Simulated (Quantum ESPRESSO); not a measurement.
**Kohn-Sham bands of TaAs (I4₁md)**

```yaml
crystal:
  lattice:
    - [0.00000, -3.44363, 0.00000]
    - [3.44363, 0.00000, 0.00000]
    - [-1.72182, 1.72182, 5.86794]
  atoms:
    - { symbol: Ta, position: [0.24997, 0.74997, 0.49994] }
    - { symbol: Ta, position: [0.49997, 0.49997, 0.99994] }
    - { symbol: As, position: [0.83263, 0.33263, 0.66526] }
    - { symbol: As, position: [0.08263, 0.08263, 0.16526] }
```

Materials Project entry mp-1936; symmetrised, unrelaxed at this level. Not found in the COD (Crystallography Open Database) copy used; not checked further. Method: LDA plane waves in Quantum ESPRESSO 7.5 (PseudoDojo norm-conserving files, 64 Ry, no spin polarisation, no spin-orbit coupling), Bloch states on a 6×6×6 mesh through Γ, Wannier90 4.0.1. Density: 10×10×10 mesh, cold smearing 0.01 Ry. Spin-orbit coupling is left out although heavy elements are present.

Problem. List the Kohn-Sham levels between −8 and 3.0 eV relative to the Fermi level at the high-symmetry points, as a band run of pw.x on that density gives them (levels within 2 meV counted together).

Solution. 
```json
[
 {"point": "Γ", "k (reciprocal lattice)": "0.000 0.000 0.000", "levels (eV)": "-6.91, -3.08, -2.44 (×2), -2.29, -1.92, -1.60 (×2), 0.93, 1.58, 2.33"},
 {"point": "X", "k (reciprocal lattice)": "-0.500 0.500 0.000", "levels (eV)": "-5.51 (×2), -5.02 (×2), -3.15 (×2), -1.04 (×2), 2.80 (×2)"},
 {"point": "P", "k (reciprocal lattice)": "-0.500 0.500 0.250", "levels (eV)": "-5.53 (×2), -4.99 (×2), -3.17 (×2), -1.04 (×2), 2.81 (×2)"},
 {"point": "N", "k (reciprocal lattice)": "0.000 0.500 0.000", "levels (eV)": "-7.15, -6.13, -3.77, -3.38, -2.41, -2.26, -1.54, -0.26, 0.15, 1.38, 2.24, 2.44"},
 {"point": "M", "k (reciprocal lattice)": "0.000 0.000 0.500", "levels (eV)": "-4.52 (×2), -2.85 (×2), -2.74 (×2), -0.87 (×2), 1.24 (×2), 2.28 (×2)"},
 {"point": "S", "k (reciprocal lattice)": "0.000 0.457 0.272", "levels (eV)": "-7.22, -5.93, -3.72, -3.35, -2.39, -2.38, -1.70, -0.07, 0.09, 1.71, 2.13, 2.51, 2.89"},
 {"point": "S_0", "k (reciprocal lattice)": "0.000 0.543 -0.272", "levels (eV)": "-7.22, -5.93, -3.72, -3.35, -2.39, -2.38, -1.70, -0.07, 0.09, 1.71, 2.13, 2.51, 2.89"},
 {"point": "R", "k (reciprocal lattice)": "-0.457 0.543 -0.043", "levels (eV)": "-5.57 (×2), -4.96 (×2), -3.13 (×2), -1.07 (×2), 2.64 (×2), 2.97 (×2)"},
 {"point": "G", "k (reciprocal lattice)": "-0.457 0.457 0.500", "levels (eV)": "-5.57 (×2), -4.96 (×2), -3.13 (×2), -1.07 (×2), 2.64 (×2), 2.97 (×2)"}
]
```
